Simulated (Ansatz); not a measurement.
The relaxed structure here is a generated cell of V: the first start was made by placing the elements on the sites of a structure type, and the end was not matched to a known phase here, so it may be hypothetical. Known forms of V include space group No. 229.

One starting cell of V (a generated cell, V built in the diamond structure type) was relaxed twice with Ansatz (plane waves, PAW, scalar-relativistic): with r2SCAN at 500 eV and with PBE at 420 eV. The r2SCAN result:

```
V
1.0
    0.00000     2.71161     2.71161
    2.71161     0.00000     2.71161
    2.71161     2.71161     0.00000
V
2
Direct
  0.75000   0.75000   0.75000
  0.50000   0.50000   0.50000
```

| quantity | r2SCAN | PBE |
|---|---|---|
| space group | Fd-3m | Fd-3m |
| volume (Å³/atom) | 19.94 | 20.43 |
| a (Å) | 5.423 | 5.467 |
| gap (eV, no spin-orbit coupling) | 0.00 | 0.00 |
| spin order | ferromagnetic | ferromagnetic |
| net moment (μB/atom) | 2.16 | 1.89 |

Both levels end in the same structure; PBE's volume is 2.5 % larger. Neither column is exact.

Spin states reached: ferromagnetic; spin orders were not searched systematically.

The run could not lose the symmetry of its start, so the end can be a saddle point.

All atoms sit on sites fixed by symmetry, so only the cell could relax.

Ansatz is a program for electronic structure.
